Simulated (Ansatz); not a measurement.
Given:

BaHfO3:
```
CELL_PARAMETERS angstrom
      4.15809     0.00000     0.00000
      0.00000     4.15809     0.00000
      0.00000     0.00000     4.15809
ATOMIC_POSITIONS crystal
  Ba 0.00000 0.00000 0.00000
  Hf 0.50000 0.50000 0.50000
  O  0.00000 0.50000 0.50000
  O  0.50000 0.50000 0.00000
  O  0.50000 0.00000 0.50000
```

This is the PBEsol-relaxed structure.

**Question.** All from PBEsol (plane waves, PAW; program Ansatz), unless another level is named. Give the Born charges (a third of the trace).

**Answer.** Ba +2.77, Hf +5.85, O -2.87 e.

**Question.** Next, the electronic dielectric constant ε∞ (DFPT)?

**Answer.** 4.76.

Space group Pm-3m (cubic perovskite). The PBEsol relaxation kept the symmetry of its start. No spin polarisation was allowed. Scalar-relativistic: spin–orbit coupling is off unless named, which matters more the heavier the elements.

Potentials: the earlier of the program's two PAW sets. The files were generated under PBE; for other functionals the program regenerates the frozen cores, and for LDA and PBEsol the local potential too.
